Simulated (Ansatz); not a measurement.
Relaxed-ion elastic tensor of MgO (rock salt, space group No. 225) in GPa (Voigt order), plane-wave PAW LDA (Ansatz code); density 3.72 g/cm³, 8.99 Å³ per atom.

```
 326  95.6  95.6   0.0   0.0   0.0
95.6   326  95.6   0.0   0.0   0.0
95.6  95.6   326   0.0   0.0   0.0
 0.0   0.0   0.0   153   0.0   0.0
 0.0   0.0   0.0   0.0   153   0.0
 0.0   0.0   0.0   0.0   0.0   153
```

Problem. Is the crystal mechanically stable?

Solution. Yes: the smallest eigenvalue of C is 153 GPa.

Problem. Work out the Voigt, Reuss and Hill averages.

Solution. K_V = 172, K_R = 172, K_H = 172; G_V = 138, G_R = 135, G_H = 136 GPa.

Problem. Give Young's modulus, Poisson's ratio, Pugh's ratio and the universal anisotropy index.

Solution. E = 9KG/(3K + G) = 324 GPa; ν = 0.19; K/G = 1.26 (brittle by the Pugh limit of 1.75); A_U = 5G_V/G_R + K_V/K_R − 6 = 0.10.

Problem. Estimate the sound speeds and the Debye temperature.

Solution. v_l = √((K + 4G/3)/ρ) = 9760 m/s, v_t = √(G/ρ) = 6060 m/s, mean 6680 m/s; Θ = (h/k)(3n/4πV)^(1/3) v_m = 956 K.

Problem. Give the Zener ratio and Young's modulus along [100], [110] and [111].

Solution. A = 2C44/(C11 − C12) = 1.33; 1/E = S11 − 2(S11 − S12 − S44/2)Γ with Γ = 0, 1/4, 1/3 gives 282, 333, 354 GPa.

Problem. Solve the Christoffel equation for the three sound speeds along [100], [110], [111].

Solution. Eigenvalues of C_ijkl n_j n_l equal ρv². In km/s, slowest first: [100] 6.41, 6.41, 9.35; [110] 5.56, 6.41, 9.89; [111] 5.86, 5.86, 10.06.

Space group Fm-3m (rock salt). The cell was relaxed with LDA under the symmetry of its start; phonons on a q-mesh show no instability. The volume moved by -42 % from the start of the relaxation.

Potentials: the later of the program's two PAW sets.
